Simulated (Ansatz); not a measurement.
A distorted cell of ScCo (CsCl type):

```
ScCo
1.0
    3.14204     0.00000     0.00000
    0.00000     3.14204     0.00000
    0.00000     0.00000     2.97447
Sc Co
1 1
Direct
  0.50000   0.50000   0.50000
  0.00000   0.00000   0.00000
```

The numbers are results of PBEsol (plane waves to 420 eV, PAW, scalar-relativistic; Ansatz, a program for electronic structure), not measurements. k mesh 15×15×15 (Γ-centred), Fermi-Dirac smearing 0.05 eV. Energies are smeared free energies. Stress and pressure are positive under compression. With partly filled bands, the response to shear is sensitive to the k mesh, so small differences along c/a are uncertain. ScCo is run without spin polarisation. ScCo was relaxed with its symmetry unable to fall.

What is the stress tensor (GPa)?


```
   -4.4      0.0      0.0
    0.0     -4.4      0.0
    0.0      0.0      3.8
```
The pressure, a third of the trace, is -1.7 GPa.

It is the relaxed cell deformed to V/V₀ = 1.013, (c/a)/(c/a)₀ = 0.947, c along z, fractional positions held. What is its energy relative to the relaxed cell?

14 meV/atom.

(Under strain, the slope of the energy per volume gives the stress and its curvature an elastic modulus.)
